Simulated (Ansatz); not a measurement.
The calculation used DFT PBE, scalar-relativistic, plane waves, PAW in Ansatz 0.2.0. Settings: cutoff 420 eV, Γ-centred meshes spaced at most about 0.3 Å⁻¹, and about 0.25 Å⁻¹ or finer for metals (2π included), Gaussian smearing. No spin polarisation in the final relaxations.

These are static total energies at zero pressure.

Compare these two cells of La₃B₂, each relaxed at this level.

1.

Space group P-3m1 (No. 164). a = 4.936 Å, b = 4.936 Å, c = 5.559 Å, α = 90.00°, β = 90.00°, γ = 120.00°
| atom | site | symmetry | x | y | z |
| --- | --- | --- | --- | --- | --- |
| La | 1b | -3m. | 0.0000 | 0.0000 | 0.5000 |
| La | 2d | 3m. | 0.6667 | 0.3333 | 0.1973 |
| B | 2d | 3m. | 0.6667 | 0.3333 | 0.7029 |

2.

Space group R32:H (No. 155). a = 6.696 Å, b = 6.696 Å, c = 10.182 Å, α = 90.00°, β = 90.00°, γ = 120.00°
```csv
atom,site,symmetry,x,y,z
La,9d,.2,0.0000,0.2962,0.0000
B,6c,3.,0.3333,0.6667,0.8630
```

**Question.** Which is lower in energy, and by how much?

**Answer.** Cell 1 is lower, by 110 meV/atom. Cell 1 has space group P-3m1 (No. 164), 23.5 Å³/atom and no gap on its mesh; cell 2 has space group R32 (No. 155), 26.4 Å³/atom and no gap. Counting B atoms around La (those within 1.25 times the shortest such distance or 1.15 times the sum of covalent radii; a slash parts the counts of unlike sites), cell 1 has La 5/6 and cell 2 has La 4. The denser one is the lower, and pressure would at first widen the difference. Even the lower one lies +0.24 eV/atom against the reference forms of the elements (uncorrected), so neither is stable at this level. In cell 1, La on a site of symmetry -3m is surrounded by 6 B at 3.06 Å and 6 La at 3.31 Å; La on a site of symmetry 3m has 5 B at 2.75–2.90 Å, 3 La at 3.31 Å and 3 La at 3.60 Å; B is surrounded by 8 La at 2.75–3.06 Å. In cell 2, around La lie 4 B at 2.75–2.82 Å; B is surrounded by 6 La at 2.75–2.82 Å. Both come from invented guesses.

A magnetic state wasn't ruled out in cells without spin, among them P-3m1, R32. Cells relaxed within their symmetry can be saddle points. The P-3m1 cell of La3B2 came from shaking the R32 one.
